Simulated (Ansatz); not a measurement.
These are results of Ansatz 0.2.0, DFT PBE, scalar-relativistic, plane waves, PAW, not measurements. All cells share a 420 eV cutoff and Γ-centred k meshes spaced at most about 0.3 Å⁻¹ (about 0.25 or finer for metals, 2π included). Collinear spin in cells that started with moments and kept them past the coarse steps, no spin elsewhere.

These are static total energies at zero pressure.

Two forms of TiGe₂Se₃ were relaxed alike.

A. (site moments Ti 2.3 μB)

Space group P6/mmm (No. 191). a = 6.978 Å, b = 6.978 Å, c = 3.550 Å, α = 90.00°, β = 90.00°, γ = 120.00°
```tsv
atom	site	symmetry	x	y	z
Ti	1a	6/mmm	0.0000	0.0000	0.0000
Ge	2c	-6m2	0.3333	0.6667	0.0000
Se	3g	mmm	0.5000	0.0000	0.5000
```

B. (site moments Ti 0.6 μB)

Space group P-3m1 (No. 164). a = 4.940 Å, b = 4.940 Å, c = 5.574 Å, α = 90.00°, β = 90.00°, γ = 120.00°
```tsv
atom	site	symmetry	x	y	z
Ti	1b	-3m.	0.0000	0.0000	0.5000
Ge	2d	3m.	0.3333	0.6667	0.1489
Se	2d	3m.	0.3333	0.6667	0.6091
Se	1a	-3m.	0.0000	0.0000	0.0000
```

Question: Which form is favoured at zero pressure, and by what margin per atom?

Answer: B is lower, by 0.61 eV/atom. A has space group P6/mmm (No. 191), 24.9 Å³/atom and no gap on its mesh; B has Ti and Ge ordered on caesium chloride sites, space group P-3m1 (No. 164), 19.6 Å³/atom and no gap. The shortest distance is 2.68 Å (Ge–Se) in A and 2.57 Å (Ge–Se) in B. The denser one is the lower, and pressure would at first widen the difference. In A, around Ti lie 2 Ti at 3.55 Å, 12 Se at 3.91 Å and 6 Ge at 4.03 Å; Ge is surrounded by 6 Se at 2.68 Å, 2 Ge at 3.55 Å, 3 Ge at 4.03 Å and 3 Ti at 4.03 Å; Se is surrounded by 4 Ge at 2.68 Å, 6 Se at 3.49–3.55 Å and 4 Ti at 3.91 Å. In B, Ti has 8 Se at 2.79–2.92 Å and 6 Ge at 3.46 Å; Ge is surrounded by 1 Se at 2.57 Å, 7 Se at 2.97–3.15 Å, 3 Ge at 3.30 Å and 3 Ti at 3.46 Å; around Se on a site of symmetry 3m lie 1 Ge at 2.57 Å, 3 Ti at 2.92 Å, 4 Ge at 3.01–3.15 Å, 3 Se at 3.10 Å and 3 Se at 3.59 Å; 1 more site not described. Both come from invented guesses. A third cell relaxed alike, in P6/mmm, lies 44 meV/atom below the lower of the two.

Another magnetic order may lie lower. Cells relaxed within their symmetry can be saddle points.
